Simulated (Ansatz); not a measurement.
Ta (bcc, W type)

```xyz
2
Lattice="-3.2819 3.2819 3.2819 1.6410 -1.6410 1.6410 1.6410 1.6410 -1.6410" Properties=species:S:1:pos:R:3 pbc="T T T"
Ta     0.0000     0.0000     0.0000
Ta    -1.6410     1.6410     1.6410
```

Scan: atom 1 (Ta, nearest neighbour Ta at 2.842 Å; its periodic images, 2.8 Å or more away, move with it) is displaced towards the nearest neighbour, direction (-0.577, -0.577, -0.577) in Cartesian axes, by s. The other atoms stay.

Computed with PBEsol (plane waves to 420 eV, PAW, scalar-relativistic; Ansatz, a program for electronic structure). k mesh 8×16×16 (Γ-centred), Fermi-Dirac smearing 0.05 eV. E stands for the smeared free energy. With partly filled bands, energies and forces of such displacements shift with the k mesh and the smearing. Spin-orbit coupling is left out, though Ta is heavy. Ta is run without spin polarisation. Ta was relaxed with its symmetry unable to fall. The PAW data are Ansatz's earlier set. The zero of ΔE is the undisplaced structure. The last digit holds for this mesh only.

```tsv
s (Å)	ΔE (meV/cell)
-0.280	withheld
-0.224	192.0
-0.168	103.2
-0.112	43.4
-0.056	10.2
0.000	0.0
0.056	10.2
0.112	43.4
0.168	103.2
0.224	192.0
0.280	withheld
```

Fit an even polynomial form (powers 2, 4, 6) to the given rows and predict ΔE at s = -0.280.

Least squares on the 9 given rows: ΔE = (3242)·s² + (18650)·s⁴ + (-139500)·s⁶, in meV/cell with s in Å; root-mean-square residual 0.08 meV/cell. At -0.280 the fit gives 301.6 meV/cell; the calculation gives 312.2 meV/cell, so the extrapolation is off by -10.6 (-3.4 %). The quadratic term alone would give 254.2 meV/cell.

(For displaced atoms, the force is minus the slope of the energy, and its curvature is a force constant, which sets phonon frequencies.)
